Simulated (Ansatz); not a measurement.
Ce$_{2}$SbO$_{2}$ in space group I4/mmm (No. 139; Sb on 2a, O on 4d, Ce on 4e), plane-wave PAW PBE (Ansatz code), all energies at zero smearing, with the estimated change up to a 700 eV cutoff added, with one set of potentials and settings (totals compare only within such a set). Cell of 5 atoms (1 Sb, 2 O, 2 Ce): -20778.819 eV.

```json
[
 {"element": "Sb", "reference phase": "R-3m, 2 atoms in the cell", "E (eV/atom)": "-6484.4916"},
 {"element": "O", "reference phase": "C2/m, 4 atoms in the cell, spin-polarised", "E (eV/atom)": "-565.0000"},
 {"element": "Ce", "reference phase": "Fm-3m, 1 atoms in the cell", "E (eV/atom)": "-6575.5970"}
]
```

Formation energy per atom, worked out: (-20778.819 − 1×(-6484.4916) − 2×(-565.0000) − 2×(-6575.5970))/5 = -2.627 eV/atom (-253 kJ per mol of atoms), at 0 K, without zero-point energy or fitted corrections.

The workflow started from an entry of the Crystallography Open Database (COD). Its standing as an ambient phase is unchecked. Symmetry was held in the PBE relaxation; whether a distortion lowers the energy is not shown. Magnetic state: ferromagnetic, chosen from 2 collinear starts compared on coarse meshes (ties went to the first, and starts can fall back to one state), not a proven ground state. Caveat: open 4f shells can settle in a state that is not the lowest. No Hubbard U is applied. The references are the lowest solids computed at this level, not always the standard phases (solids in place of the gases). Spin–orbit coupling is left out wherever it is not named.

Potentials: the later of the program's two PAW sets.
